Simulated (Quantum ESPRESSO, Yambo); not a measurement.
# Quasiparticle gap of NaH

```xyz
2
Lattice="0.0000 2.3864 2.3864 2.3864 0.0000 2.3864 2.3864 2.3864 0.0000" Properties=species:S:1:pos:R:3 pbc="T T T"
H      2.3864     2.3864     2.3864
Na     0.0000     0.0000     0.0000
```

The geometry is that of Materials Project entry mp-23870, symmetrised and not relaxed again.

Starting point: PBEsol (pw.x of Quantum ESPRESSO, ONCV potentials, without SOC). G0W0 in Yambo: 6×6×6 Γ-centred k mesh, bands 2 to 101 and a 14 Ry block in the screening, 101 bands in G with the Bruneval-Gonze terminator, plasmon pole fitted at 27.2 eV.

```yaml
PBEsol gap along the band path: 3.63 eV
PBEsol gap between the mesh's edge points ((0.167, -0.5, -0.333) → L): 3.68 eV
G0W0 gap between the same points: 6.23 eV
PBEsol smallest direct gap on the mesh (at L): 4.55 eV
G0W0 direct gap at that point: 7.02 eV
```

| k point | band | E PBEsol (eV) | E QP (eV) | shift (eV) | Z |
|---|---|---|---|---|---|
| Γ | VB | -3.77 | -6.21 | -2.43 | 0.97 |
| Γ | CB | 10.80 | 11.49 | 0.69 | 0.77 |
| L | VB | -0.87 | -2.68 | -1.81 | 0.75 |
| L | CB | 3.68 | 4.34 | 0.66 | 0.83 |
| X | VB | -0.14 | -2.05 | -1.91 | 0.81 |
| X | CB | 4.53 | 5.21 | 0.68 | 0.76 |
| (0.167, -0.5, -0.333) | VB | 0.00 | -1.89 | -1.89 | 0.80 |
| (0.167, -0.5, -0.333) | CB | 5.16 | 5.94 | 0.79 | 0.86 |

Energies count from the PBEsol valence-band maximum.

Nearest settings tried, and what they do to the gap: 2 Ry block (27 vectors against 181): -341 meV. Not varied: bands in G, bands in W, mesh. So the settings aren't converged at that level.
